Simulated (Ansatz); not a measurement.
Polymorphs of GaN, each relaxed with the program Ansatz at the HSE06 level (PAW):

A: P6_3mc, a = 3.1826 Å, b = 3.1826 Å, c = 10.3704 Å, α = 90.00°, β = 90.00°, γ = 120.00°

B: rock salt (Fm-3m), a = b = c = 4.2091 Å, α = β = γ = 90.00°

C: NiAs type (P6_3/mmc), a = 2.9582 Å, b = 2.9582 Å, c = 5.0331 Å, α = 90.00°, β = 90.00°, γ = 120.00°

D: P6_222, a = b = 3.1189 Å, c = 7.3678 Å, α = β = 90.00°, γ = 120.00°

**Question.** Order them by energy per atom at 0 K (lowest first) at the level HSE06.

**Answer.** A (+0 meV/atom), D (+396 meV/atom), B (+472 meV/atom), C (+623 meV/atom)

**Question.** Give each one's gap.

**Answer.** A 3.10 eV; B 1.94 eV; C 2.69 eV; D 2.69 eV.

Constructed cells (a structure type filled with these elements, in neither database checked): D. Not the usual ambient phase: A; B; C; D. All cells were relaxed under the symmetry of their starts (and spin orders); stability against distortions was not tested throughout. Spin–orbit coupling is left out wherever it is not named.

Potentials: the later of the program's two PAW sets.
